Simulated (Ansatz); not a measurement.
## A film clamped to a substrate in SnO$_{2}$

Level of theory: DFT PBE, scalar-relativistic, plane waves, PAW (Ansatz). The runs took a 420 eV cutoff, a Γ-centred 6×6×8 mesh and Gaussian smearing (0.05 eV). No spin polarisation. Energies are free energies at this smearing, counted from the undisturbed cell; pressure is positive in compression.

The starting cell (relaxed at this level):

```
Sn O
1.0
     4.82770    0.00000    0.00000
     0.00000    4.82770    0.00000
     0.00000    0.00000    3.23799
Sn O
2 4
Cartesian
  0.0000 0.0000 0.0000
  2.4139 2.4139 1.6190
  1.4802 1.4802 0.0000
  0.9337 3.8941 1.6190
  3.3475 3.3475 0.0000
  3.8941 0.9337 1.6190
```

The cell (6 atoms, V0 = 75.47 Å³) is strained by p along both x and y and by q along z, fractional coordinates fixed. τp = (1/V0) ∂E/∂p = (σxx + σyy)(1 + p)(1 + q) and τq = (1/V0) ∂E/∂q = σzz(1 + p)², with tension positive.

```
     p q  ΔE (meV/atom)  τp (GPa)  τq (GPa)
 0.000   0.000           0.00      0.01     -0.01
-0.040   0.000          50.67    -34.40    -12.28
 0.040   0.000          39.36     23.53      9.24
 0.000  -0.040          27.31    -11.75    -18.36
 0.000   0.040          21.79      9.77     13.12
```

Question: Get the second derivatives of the energy density.

Answer: Central differences give A = ∂τp/∂p = 724 GPa (C11 + C22 + 2 C12), C = ∂τq/∂q = 394 GPa (C33) and the cross term B = ∂τq/∂p = 269 GPa (C13 + C23); ∂τp/∂q = 269 GPa must equal B, and any difference shows higher-order terms. Steps this large leave an error of some per cent of A or C in all of these, which can swamp a small B. The ions are clamped.

Question: A film of this crystal grows with z along the normal on a substrate that imposes p. How does its thickness respond, and what does the misfit cost?

Answer: Count p and q from the stress-free cell. A free surface needs τq = 0, so q = −(B/C) p = -0.68 p. The energy density left is (A − B²/C) p²/2 = M p², with the biaxial modulus M = 270 GPa; a misfit of 1 % costs 2.12 meV/atom, against 2.84 meV/atom if the thickness were held.

At p = 0.080 the energies along q are 137.1 (q = -0.080), 111.2 (q = -0.040), 139.4 (q = 0.000), 206.2 (q = 0.040), 299.4 (q = 0.080) meV/atom.

Question: Does the linear rule hold at this misfit?

Answer: A parabola through the lowest point and its neighbours has its minimum at q = -0.041, 111.2 meV/atom. With the stress left in the starting cell, τp0 and τq0, linear elasticity gives q = −(τq0 + Bp)/C = -0.055 and E = V0(τp0 p + τq0 q + Ap²/2 + Bpq + Cq²/2)/N = 135.8 meV/atom. The energies differ by more than a tenth, so the quadratic law fails here: the gap holds the anharmonic part, with some error from the wide steps. Cubic terms also shift the vertex of so wide a parabola.

Forces appear on the atoms along this scan, and letting them relax would lower the energy and soften the response.